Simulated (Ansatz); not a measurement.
In r²SCAN (plane waves, PAW; program Ansatz), Ta2SiN in the hexagonal phase (P6_3/mmc; Si on 2d, Ta on 4f, N on 2a) relaxes to a = 3.223 Å, c = 12.010 Å. Si has 6 nearest neighbours from 2.63 Å (trigonal prismatic); N has 6 nearest neighbours from 2.19 Å (octahedral). Against the elements it lies at -0.62 eV/atom, with no fitted shifts.

Electronic character: metallic (no gap). Gap from r²SCAN with spin–orbit coupling: none (metallic).

The relaxed-ion elastic constants in GPa are C11 = 292, C12 = 186, C13 = 213, C33 = 378, C44 = 182. The elastic constants imply a Debye temperature near 381 K. Bader charges are Si -1.01, Ta +1.42, N -1.84 e.

The start of the workflow was typed in or built on a structure type; neither database checked (COD, Materials Project) lists it. Its standing as an ambient phase is unchecked. The cell was relaxed with r²SCAN under the symmetry of its start; its stability against distortions is not shown here. The run is not spin-polarised. As this level gives no gap, shear constants depend on the k-mesh and smearing (Fermi–Dirac, 0.1 eV here). The references are the lowest solids computed at this level, not always the standard phases (solids in place of the gases). Scalar-relativistic: spin–orbit coupling is off unless named, which matters more the heavier the elements.

Potentials: the later of the program's two PAW sets.
